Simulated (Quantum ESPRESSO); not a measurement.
MgAl3N3O (made-up cell), Mg3ClO2F (made-up cell, one site empty) (calculated)

Calculation on a made-up crystal cell, not a measurement: periodic Kohn-Sham density functional theory in plane waves with PseudoDojo standard norm-conserving scalar-relativistic pseudopotentials, each functional with its own files (v0.5 for PBE, v0.4.1 for LDA and PBEsol), no spin polarisation, no spin-orbit coupling, atoms not relaxed, stress positive in tension, energies less a fixed whole-eV offset for each atom's element; levels are Kohn-Sham levels at fractions of this cell's reciprocal vectors, counted from the reference band (half the neutral cell's valence electrons, rounded up) at Gamma; error bars cover cutoff and k-mesh only, not smearing or the files; each bar is the largest change over components, and at least 0.002 eV, 0.002 eV per angstrom or 0.02 GPa; added strain carries the atoms with the cell, and shear is the tensor component; energies are for the whole cell, and the offsets were chosen from early runs and are not element reference energies. Program: Quantum ESPRESSO 7.5.

Common to all runs: functional pbe; cutoff 1143 eV; fermi dirac smearing 0.025 eV; scf tolerance 1e-07 eV; electrons removed 0; k mesh 4 x 4 x 4, shifted by half a step.

(1) MgAl3N3O (made-up cell)

Unstrained structure:
```
MgAl3N3O
1.0
      4.0808     0.0227    -0.0143
      0.0227     4.1368    -0.0171
     -0.0143    -0.0171     4.1267
Mg Al N O
1 3 3 1
Direct
  -0.00011 -0.00555 0.00114
  -0.00923 0.49941 0.48841
  0.49012 0.00682 0.51213
  0.49628 0.49849 0.00812
  0.49257 0.00243 -0.00437
  0.49501 0.49675 0.50350
  0.99950 0.00075 0.50944
  1.00347 0.49582 0.00030
```

- lattice type: rocksalt
- added strain kind: zz
- added strain: 0.0031
- structure shown: before the added strain of 0.0031
- free energy less offsets: -1.518 eV
- scf iterations: 12
- smearing term minus ts: 0 eV
- pressure: 0.04589 GPa
- stress xx: -5.911 GPa
- stress yy: 8.584 GPa
- stress zz: -2.811 GPa
- stress yz: -1.979 GPa
- stress xz: -1.837 GPa
- stress xy: 2.818 GPa
- reference band: 20
- error bar energy: 0.003079 eV
- error bar stress: 0.02 GPa
- error bar force: 0.007094 eV/Å
- error bar next band up: 0.002 eV
- error bars from: tighter rerun of this cell

Atoms:
```
atoms element  atom site  atom energy offset (eV)
           Mg          1                    -1617
           Al          2                      -64
           Al          3                      -64
           Al          4                      -64
            N          5                     -283
            N          6                     -283
            N          7                     -283
            O          8                     -452
```

Forces:
```
site  x (eV/Å)  y (eV/Å)  z (eV/Å)
   1   -0.4324    0.1803    0.2192
   2    0.2346   0.01762    0.5582
   3    0.2771   -0.3522   -0.2799
   4  -0.07808   0.03386    -0.382
   5    0.6198   -0.2106    0.6272
   6    0.1271    0.2837   -0.2304
   7   -0.3988   -0.1347   -0.8417
   8   -0.3494    0.1819    0.3294
```

Levels:
```
level k point  next band up (eV)
        Gamma              2.578
(1/2,1/2,1/2)              3.735
   (0.15,0,0)               3.12
   (0,0.15,0)              3.121
   (0,0,0.15)              3.115
```

(2) MgAl3N3O (made-up cell)

Structure as in entry 1.

* lattice type: rocksalt
* added strain kind: zz
* added strain: 0.018
* structure shown: before the added strain of 0.018
* free energy less offsets: -1.519 eV
* scf iterations: 12
* smearing term minus ts: 0 eV
* pressure: -2.956 GPa
* stress xx: -3.759 GPa
* stress yy: 10.37 GPa
* stress zz: 2.259 GPa
* stress yz: -1.915 GPa
* stress xz: -1.781 GPa
* stress xy: 2.831 GPa
* reference band: 20
* error bar energy: 0.003079 eV
* error bar stress: 0.02 GPa
* error bar force: 0.007094 eV/Å
* error bar next band up: 0.002 eV
* error bars from: tighter rerun of a related cell

Atoms:
```
atoms element  atom site  atom energy offset (eV)
           Mg          1                    -1617
           Al          2                      -64
           Al          3                      -64
           Al          4                      -64
            N          5                     -283
            N          6                     -283
            N          7                     -283
            O          8                     -452
```

Forces:
```
site  x (eV/Å)  y (eV/Å)  z (eV/Å)
   1   -0.4304    0.1804    0.1628
   2      0.23   0.02262    0.5015
   3    0.2748     -0.35   -0.1724
   4  -0.07216    0.0284   -0.3509
   5    0.6173   -0.2081     0.523
   6    0.1185    0.2816    -0.259
   7   -0.3948    -0.133   -0.7846
   8   -0.3433    0.1782    0.3797
```

Levels:
```
level k point  next band up (eV)
        Gamma              2.429
(1/2,1/2,1/2)              3.636
   (0.15,0,0)              2.974
   (0,0.15,0)              2.982
   (0,0,0.15)              2.963
```

(3) Mg3ClO2F (made-up cell, one site empty)

Unstrained structure:
```
Mg3ClO2F
1.0
      4.7933     0.0712     0.0860
      0.0712     4.8220     0.0244
      0.0860     0.0244     4.8790
Mg O F O Cl
3 1 1 1 1
Direct
  -0.00490 0.50666 0.50143
  0.50688 -0.01009 0.49394
  0.50648 0.50703 -0.00337
  0.26057 0.24333 0.24285
  0.23059 0.74210 0.76160
  0.74286 0.23041 0.76200
  0.75526 0.74759 0.24403
```

- lattice type: zincblende/diamond
- empty site: 1
- added strain kind: shear xy
- added strain: -0.0247
- structure shown: before the added strain of -0.0247
- free energy less offsets: 8.722 eV
- scf iterations: 11
- smearing term minus ts: 0 eV
- pressure: 1.903 GPa
- stress xx: -4.209 GPa
- stress yy: 2.182 GPa
- stress zz: -3.682 GPa
- stress yz: -4.32 GPa
- stress xz: -5.008 GPa
- stress xy: 2.815 GPa
- reference band: 28
- error bar energy: 0.002241 eV
- error bar stress: 0.02915 GPa
- error bar force: 0.003378 eV/Å
- error bar next band up: 0.002 eV
- error bars from: tighter rerun of a related cell

Atoms:
```
atoms element  atom site  atom energy offset (eV)
           Mg          2                    -1617
           Mg          3                    -1617
           Mg          4                    -1617
            O          5                     -452
            F          6                     -677
            O          7                     -452
           Cl          8                     -449
```

Forces:
```
site  x (eV/Å)  y (eV/Å)  z (eV/Å)
   2     2.393      -4.5     2.436
   3    -2.877     4.706     2.762
   4    -2.782    -4.524     -2.37
   5    0.6632     1.284     1.472
   6    0.8778   -0.4367   -0.8417
   7   -0.7952     1.516    -1.443
   8      2.52     1.956    -2.015
```

Levels:
```
level k point  next band up (eV)
        Gamma              1.683
(1/2,1/2,1/2)              4.305
   (0.15,0,0)              2.002
   (0,0.15,0)              2.046
   (0,0,0.15)              2.016
```

(4) Mg3ClO2F (made-up cell, one site empty)

Structure as in entry 3.

- lattice type: zincblende/diamond
- empty site: 1
- added strain kind: shear xy
- added strain: -0.0153
- structure shown: before the added strain of -0.0153
- free energy less offsets: 8.767 eV
- scf iterations: 11
- smearing term minus ts: 0 eV
- pressure: 2.032 GPa
- stress xx: -4.277 GPa
- stress yy: 2.093 GPa
- stress zz: -3.912 GPa
- stress yz: -4.13 GPa
- stress xz: -4.754 GPa
- stress xy: 4.041 GPa
- reference band: 28
- error bar energy: 0.002241 eV
- error bar stress: 0.02915 GPa
- error bar force: 0.003378 eV/Å
- error bar next band up: 0.002 eV
- error bars from: tighter rerun of a related cell

Atoms:
```
atoms element  atom site  atom energy offset (eV)
           Mg          2                    -1617
           Mg          3                    -1617
           Mg          4                    -1617
            O          5                     -452
            F          6                     -677
            O          7                     -452
           Cl          8                     -449
```

Forces:
```
site  x (eV/Å)  y (eV/Å)  z (eV/Å)
   2     2.516    -4.594     2.577
   3    -2.995     4.832     2.927
   4      -2.7    -4.422    -2.204
   5     0.687     1.322     1.453
   6    0.8556   -0.4303   -0.8534
   7   -0.7738      1.49    -1.465
   8      2.41     1.803    -2.434
```

Levels:
```
level k point  next band up (eV)
        Gamma              1.686
(1/2,1/2,1/2)              4.319
   (0.15,0,0)              2.001
   (0,0.15,0)              2.048
   (0,0,0.15)               2.02
```

(5) Mg3ClO2F (made-up cell, one site empty)

Structure as in entry 3.

* lattice type: zincblende/diamond
* empty site: 1
* added strain kind: shear xy
* added strain: -0.0078
* structure shown: before the added strain of -0.0078
* free energy less offsets: 8.815 eV
* scf iterations: 11
* smearing term minus ts: 0 eV
* pressure: 2.181 GPa
* stress xx: -4.378 GPa
* stress yy: 1.975 GPa
* stress zz: -4.141 GPa
* stress yz: -3.986 GPa
* stress xz: -4.556 GPa
* stress xy: 5.019 GPa
* reference band: 28
* error bar energy: 0.002241 eV
* error bar stress: 0.02915 GPa
* error bar force: 0.003378 eV/Å
* error bar next band up: 0.002 eV
* error bars from: tighter rerun of a related cell

Atoms:
```
atoms element  atom site  atom energy offset (eV)
           Mg          2                    -1617
           Mg          3                    -1617
           Mg          4                    -1617
            O          5                     -452
            F          6                     -677
            O          7                     -452
           Cl          8                     -449
```

Forces:
```
site  x (eV/Å)  y (eV/Å)  z (eV/Å)
   2     2.617     -4.67     2.694
   3    -3.091     4.934     3.063
   4    -2.638    -4.341    -2.077
   5    0.7038      1.35     1.437
   6    0.8369   -0.4236   -0.8617
   7   -0.7549     1.467    -1.481
   8     2.327     1.684    -2.773
```

Levels:
```
level k point  next band up (eV)
        Gamma              1.685
(1/2,1/2,1/2)              4.329
   (0.15,0,0)              1.998
   (0,0.15,0)              2.047
   (0,0,0.15)              2.021
```

(6) Mg3ClO2F (made-up cell, one site empty)

Structure as in entry 3.

- lattice type: zincblende/diamond
- empty site: 1
- added strain kind: shear xy
- added strain: -0.0005
- structure shown: before the added strain of -0.0005
- free energy less offsets: 8.871 eV
- scf iterations: 11
- smearing term minus ts: 0 eV
- pressure: 2.36 GPa
- stress xx: -4.507 GPa
- stress yy: 1.821 GPa
- stress zz: -4.394 GPa
- stress yz: -3.85 GPa
- stress xz: -4.367 GPa
- stress xy: 5.973 GPa
- reference band: 28
- error bar energy: 0.002241 eV
- error bar stress: 0.02915 GPa
- error bar force: 0.003378 eV/Å
- error bar next band up: 0.002 eV
- error bars from: tighter rerun of a related cell

Atoms:
```
atoms element  atom site  atom energy offset (eV)
           Mg          2                    -1617
           Mg          3                    -1617
           Mg          4                    -1617
            O          5                     -452
            F          6                     -677
            O          7                     -452
           Cl          8                     -449
```

Forces:
```
site  x (eV/Å)  y (eV/Å)  z (eV/Å)
   2     2.716    -4.744      2.81
   3    -3.186     5.031     3.198
   4    -2.581    -4.262    -1.957
   5    0.7183     1.375     1.421
   6    0.8171   -0.4154   -0.8692
   7   -0.7343     1.442    -1.497
   8      2.25     1.572    -3.106
```

Levels:
```
level k point  next band up (eV)
        Gamma              1.682
(1/2,1/2,1/2)              4.339
   (0.15,0,0)              1.993
   (0,0.15,0)              2.044
   (0,0,0.15)               2.02
```

(7) Mg3ClO2F (made-up cell, one site empty)

Structure as in entry 3.

* lattice type: zincblende/diamond
* empty site: 1
* added strain kind: shear xy
* added strain: 0.0054
* structure shown: before the added strain of 0.0054
* free energy less offsets: 8.924 eV
* scf iterations: 11
* smearing term minus ts: 0 eV
* pressure: 2.534 GPa
* stress xx: -4.642 GPa
* stress yy: 1.668 GPa
* stress zz: -4.628 GPa
* stress yz: -3.744 GPa
* stress xz: -4.218 GPa
* stress xy: 6.746 GPa
* reference band: 28
* error bar energy: 0.002241 eV
* error bar stress: 0.02915 GPa
* error bar force: 0.003378 eV/Å
* error bar next band up: 0.002 eV
* error bars from: tighter rerun of a related cell

Atoms:
```
atoms element  atom site  atom energy offset (eV)
           Mg          2                    -1617
           Mg          3                    -1617
           Mg          4                    -1617
            O          5                     -452
            F          6                     -677
            O          7                     -452
           Cl          8                     -449
```

Forces:
```
site  x (eV/Å)  y (eV/Å)  z (eV/Å)
   2     2.797    -4.804     2.907
   3    -3.265     5.112     3.312
   4    -2.535    -4.197    -1.863
   5    0.7282     1.394     1.408
   6    0.8002    -0.408    -0.875
   7   -0.7169      1.42     -1.51
   8     2.191     1.484     -3.38
```

Levels:
```
level k point  next band up (eV)
        Gamma              1.679
(1/2,1/2,1/2)              4.346
   (0.15,0,0)              1.988
   (0,0.15,0)               2.04
   (0,0,0.15)              2.017
```

(8) Mg3ClO2F (made-up cell, one site empty)

Structure as in entry 3.

* lattice type: zincblende/diamond
* empty site: 1
* added strain kind: shear xy
* added strain: 0.0082
* structure shown: before the added strain of 0.0082
* stress xy: ?
* stress zz: ?
* stress xz: ?

Atoms:
```
atoms element  atom site  atom energy offset (eV)
           Mg          2                    -1617
           Mg          3                    -1617
           Mg          4                    -1617
            O          5                     -452
            F          6                     -677
            O          7                     -452
           Cl          8                     -449
```

Question: Mg3ClO2F (made-up cell, one site empty) (entry 8): stress xy?
Answer: 7.114 GPa

Question: What stress zz does the calculation give for Mg3ClO2F (made-up cell, one site empty) (entry 8)?
Answer: -4.747 GPa

Question: What stress xz does the calculation give for Mg3ClO2F (made-up cell, one site empty) (entry 8)?
Answer: -4.145 GPa

Question: Give the table of levels values for Mg3ClO2F (made-up cell, one site empty) (entry 8).
Answer: 
Levels:
```
level k point  next band up (eV)
        Gamma              1.677
(1/2,1/2,1/2)               4.35
   (0.15,0,0)              1.985
   (0,0.15,0)              2.038
   (0,0,0.15)              2.016
```

Further results for Mg3ClO2F (made-up cell, one site empty) (entry 8):

* free energy less offsets: 8.951 eV
* scf iterations: 11
* smearing term minus ts: 0 eV
* pressure: 2.625 GPa
* stress xx: -4.713 GPa
* stress yy: 1.584 GPa
* stress yz: -3.696 GPa
* reference band: 28
* error bar energy: 0.002241 eV
* error bar stress: 0.02915 GPa
* error bar force: 0.003378 eV/Å
* error bar next band up: 0.002 eV
* error bars from: tighter rerun of this cell

Forces:
```
site  x (eV/Å)  y (eV/Å)  z (eV/Å)
   2     2.837    -4.833     2.954
   3    -3.303      5.15     3.368
   4    -2.514    -4.166    -1.818
   5    0.7325     1.403     1.402
   6    0.7918   -0.4041   -0.8777
   7   -0.7081     1.409    -1.516
   8     2.164     1.441    -3.511
```
